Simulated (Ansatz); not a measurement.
A distorted cell of BN (zinc blende):

```yaml
crystal:
  lattice:
    - [0.00000, 1.81236, 1.81236]
    - [1.81236, 0.00000, 1.81236]
    - [1.81236, 1.81236, 0.00000]
  atoms:
    - { symbol: N, position: [0.73503, 0.73503, 0.73503] }
    - { symbol: B, position: [0.00000, 0.00000, 0.00000] }
```

The numbers are results of PBE (plane waves to 420 eV, PAW, scalar-relativistic; Ansatz, an electronic-structure program), not measurements. k mesh 13×13×13 (Γ-centred), Fermi-Dirac smearing 0.05 eV. The energy includes the smearing's −TS. Stress and pressure are positive under compression. BN was relaxed with its symmetry unable to fall.

Predict the force on every atom, in eV/Å.


```csv
atom,Fx,Fy,Fz
N1,1.009,1.009,1.009
B2,-1.009,-1.009,-1.009
```

Give the stress tensor in GPa and the pressure.


```
    2.2      0.8      0.8
    0.8      2.2      0.8
    0.8      0.8      2.2
```
The pressure, a third of the trace, is 2.2 GPa.

In it atom 1 sits (-0.054, -0.054, -0.054) Å away from its relaxed site. What is its energy relative to the relaxed cell?

90 meV/cell.

(For displaced atoms, the force is minus the slope of the energy, and its curvature is a force constant, which sets phonon frequencies.)
